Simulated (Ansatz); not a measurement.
This is a relaxation of cell and atoms with Ansatz on a 12-atom cell of Zr₃SnO₈ built on the rutile structure (relaxed group Cmmm); the level of theory is r2SCAN. It starts from the PBE minimum.

```yaml
crystal:
  lattice:
    - [3.4668991138, -3.445327963, 0.0]
    - [3.4668991138, 3.445327963, 0.0]
    - [0.0, 0.0, 6.5180028604]
  atoms:
    - { symbol: Zr, position: [0.5, 0.5, 0.2493460762] }
    - { symbol: Sn, position: [0.0, 0.0, 0.0] }
    - { symbol: O, position: [0.1942638357, 0.1942638357, 0.24812177] }
    - { symbol: O, position: [0.8057361643, 0.8057361643, 0.24812177] }
    - { symbol: O, position: [0.6957620196, 0.3042379804, 0.0] }
    - { symbol: O, position: [0.3042379804, 0.6957620196, 0.0] }
    - { symbol: Zr, position: [0.5, 0.5, 0.7506539238] }
    - { symbol: Zr, position: [0.0, 0.0, 0.5] }
    - { symbol: O, position: [0.1942638357, 0.1942638357, 0.75187823] }
    - { symbol: O, position: [0.8057361643, 0.8057361643, 0.75187823] }
    - { symbol: O, position: [0.6936620453, 0.3063379547, 0.5] }
    - { symbol: O, position: [0.3063379547, 0.6936620453, 0.5] }
kpoints:
  mp_grid: { grid: [6, 6, 4] }
hamiltonian:
  xc: r2scan
scf:
  occupations: { method: fermi_dirac, width: 0.02 }
relax:
  f_tol: 0.005
  cell: {}
```

The trajectory has 6 recorded frames, each with positions in Å and forces in eV/Å. The last, and any step after a large change of cell, is solved on a basis re-selected at its cell; pressure is positive in compression.

Step 1: energy 0.0 meV/atom from step 1, largest force component 0.212 eV/Å, pressure -4.27 GPa
```xyz
12
Lattice="3.4669 -3.4453 0.0000 3.4669 3.4453 0.0000 0.0000 0.0000 6.5180" Properties=species:S:1:pos:R:3:forces:R:3 pbc="T T T"
Zr    3.4669    0.0000    1.6252    0.0000    0.0000   -0.0152
Sn    0.0000    0.0000    0.0000    0.0000    0.0000    0.0000
O     1.3470    0.0000    1.6173   -0.1542    0.0000   -0.1684
O     5.5868    0.0000    1.6173    0.1542    0.0000   -0.1684
O     3.4669   -1.3489    0.0000    0.0000   -0.2120    0.0000
O     3.4669    1.3489    0.0000    0.0000    0.2120    0.0000
Zr    3.4669    0.0000    4.8928    0.0000    0.0000    0.0152
Zr    0.0000    0.0000    3.2590    0.0000    0.0000    0.0000
O     1.3470    0.0000    4.9007   -0.1542    0.0000    0.1684
O     5.5868    0.0000    4.9007    0.1542    0.0000    0.1684
O     3.4669   -1.3345    3.2590    0.0000    0.0161    0.0000
O     3.4669    1.3345    3.2590    0.0000   -0.0161    0.0000
```

Step 2: energy -4.5 meV/atom from step 1, largest force component 0.077 eV/Å, pressure +0.87 GPa
```xyz
12
Lattice="3.4302 -3.4117 0.0000 3.4302 3.4117 0.0000 0.0000 0.0000 6.4839" Properties=species:S:1:pos:R:3:forces:R:3 pbc="T T T"
Zr    3.4302    0.0000    1.6118    0.0000    0.0000    0.0697
Sn    0.0000    0.0000    0.0000    0.0000    0.0000    0.0000
O     1.3267    0.0000    1.5998    0.0470    0.0000   -0.0573
O     5.5337    0.0000    1.5998   -0.0470    0.0000   -0.0573
O     3.4302   -1.3449    0.0000    0.0000   -0.0675    0.0000
O     3.4302    1.3449    0.0000    0.0000    0.0675    0.0000
Zr    3.4302    0.0000    4.8721    0.0000    0.0000   -0.0697
Zr    0.0000    0.0000    3.2419    0.0000    0.0000    0.0000
O     1.3267    0.0000    4.8841    0.0470    0.0000    0.0573
O     5.5337    0.0000    4.8841   -0.0470    0.0000    0.0573
O     3.4302   -1.3186    3.2419    0.0000   -0.0766    0.0000
O     3.4302    1.3186    3.2419    0.0000    0.0766    0.0000
```

Q: How does the relaxation go on, and where does it end?

A:
Step 3: energy -4.6 meV/atom from step 1, largest force component 0.026 eV/Å, pressure +0.03 GPa
```xyz
12
Lattice="3.4375 -3.4176 0.0000 3.4375 3.4176 0.0000 0.0000 0.0000 6.4838" Properties=species:S:1:pos:R:3:forces:R:3 pbc="T T T"
Zr    3.4375    0.0000    1.6135    0.0000    0.0000   -0.0264
Sn    0.0000    0.0000    0.0000    0.0000    0.0000    0.0000
O     1.3317    0.0000    1.5977    0.0083    0.0000   -0.0013
O     5.5434    0.0000    1.5977   -0.0083    0.0000   -0.0013
O     3.4375   -1.3490    0.0000    0.0000   -0.0061    0.0000
O     3.4375    1.3490    0.0000    0.0000    0.0061    0.0000
Zr    3.4375    0.0000    4.8704    0.0000    0.0000    0.0264
Zr    0.0000    0.0000    3.2419    0.0000    0.0000    0.0000
O     1.3317    0.0000    4.8862    0.0083    0.0000    0.0013
O     5.5434    0.0000    4.8862   -0.0083    0.0000    0.0013
O     3.4375   -1.3242    3.2419    0.0000   -0.0061    0.0000
O     3.4375    1.3242    3.2419    0.0000    0.0061    0.0000
```

Step 4: energy -4.6 meV/atom from step 1, largest force component 0.016 eV/Å, pressure -0.05 GPa
```xyz
12
Lattice="3.4363 -3.4160 0.0000 3.4363 3.4160 0.0000 0.0000 0.0000 6.4901" Properties=species:S:1:pos:R:3:forces:R:3 pbc="T T T"
Zr    3.4363    0.0000    1.6145    0.0000    0.0000   -0.0055
Sn    0.0000    0.0000    0.0000    0.0000    0.0000    0.0000
O     1.3307    0.0000    1.5990    0.0103    0.0000   -0.0003
O     5.5419    0.0000    1.5990   -0.0103    0.0000   -0.0003
O     3.4363   -1.3480    0.0000    0.0000   -0.0058    0.0000
O     3.4363    1.3480    0.0000    0.0000    0.0058    0.0000
Zr    3.4363    0.0000    4.8757    0.0000    0.0000    0.0055
Zr    0.0000    0.0000    3.2451    0.0000    0.0000    0.0000
O     1.3307    0.0000    4.8911    0.0103    0.0000    0.0003
O     5.5419    0.0000    4.8911   -0.0103    0.0000    0.0003
O     3.4363   -1.3228    3.2451    0.0000   -0.0160    0.0000
O     3.4363    1.3228    3.2451    0.0000    0.0160    0.0000
```

Step 5: energy -4.6 meV/atom from step 1, largest force component 0.004 eV/Å, pressure 0.00 GPa
```xyz
12
Lattice="3.4359 -3.4156 0.0000 3.4359 3.4156 0.0000 0.0000 0.0000 6.4895" Properties=species:S:1:pos:R:3:forces:R:3 pbc="T T T"
Zr    3.4359    0.0000    1.6141    0.0000    0.0000    0.0038
Sn    0.0000    0.0000    0.0000    0.0000    0.0000    0.0000
O     1.3312    0.0000    1.5988   -0.0021    0.0000   -0.0004
O     5.5406    0.0000    1.5988    0.0021    0.0000   -0.0004
O     3.4359   -1.3483    0.0000    0.0000   -0.0001    0.0000
O     3.4359    1.3483    0.0000    0.0000    0.0001    0.0000
Zr    3.4359    0.0000    4.8754    0.0000    0.0000   -0.0038
Zr    0.0000    0.0000    3.2447    0.0000    0.0000    0.0000
O     1.3312    0.0000    4.8907   -0.0021    0.0000    0.0004
O     5.5406    0.0000    4.8907    0.0021    0.0000    0.0004
O     3.4359   -1.3236    3.2447    0.0000    0.0044    0.0000
O     3.4359    1.3236    3.2447    0.0000   -0.0044    0.0000
```

Step 6: energy -4.5 meV/atom from step 1, largest force component 0.004 eV/Å, pressure +0.01 GPa
```xyz
12
Lattice="3.4359 -3.4156 0.0000 3.4359 3.4156 0.0000 0.0000 0.0000 6.4895" Properties=species:S:1:pos:R:3:forces:R:3 pbc="T T T"
Zr    3.4359    0.0000    1.6141    0.0000    0.0000    0.0038
Sn    0.0000    0.0000    0.0000    0.0000    0.0000    0.0000
O     1.3312    0.0000    1.5988   -0.0021    0.0000   -0.0004
O     5.5406    0.0000    1.5988    0.0021    0.0000   -0.0004
O     3.4359   -1.3483    0.0000    0.0000    0.0001    0.0000
O     3.4359    1.3483    0.0000    0.0000   -0.0001    0.0000
Zr    3.4359    0.0000    4.8754    0.0000    0.0000   -0.0038
Zr    0.0000    0.0000    3.2447    0.0000    0.0000    0.0000
O     1.3312    0.0000    4.8907   -0.0021    0.0000    0.0004
O     5.5406    0.0000    4.8907    0.0021    0.0000    0.0004
O     3.4359   -1.3236    3.2447    0.0000    0.0044    0.0000
O     3.4359    1.3236    3.2447    0.0000   -0.0044    0.0000
```

The walk took 5 steps, besides SCFs solved again on a fresh basis, and changed the volume by -2.2 %. The last SCF, on a fresh basis, lies 4.5 meV an atom below the first. Final cell: the symmetry is Cmmm (No. 65, orthorhombic); a = 6.831 Å, b = 6.872 Å, c = 6.489 Å in the conventional setting, 12.69 Å³ an atom. Around Zr lie 6 O at 2.10 Å; around Sn lie 6 O at 2.07–2.08 Å; around O lie 1 Sn at 2.08 Å and 2 Zr at 2.10–2.12 Å; around O lie 1 Sn at 2.07 Å and 2 Zr at 2.10 Å; around Zr lie 6 O at 2.09–2.12 Å; around O lie 3 Zr at 2.09–2.10 Å.

Q: What wall time did it need on 1 × NVIDIA H100 80GB HBM3 with 2 threads of AMD EPYC 7R13 Processor (Zen 3), with other jobs on the host, load about 0.7 per core, and how much host memory at the peak?

A: About 26 s, with a peak of 1.2 GiB.

No spin polarisation and no zero-point or thermal motion; the cell was built from a prototype and may be hypothetical.
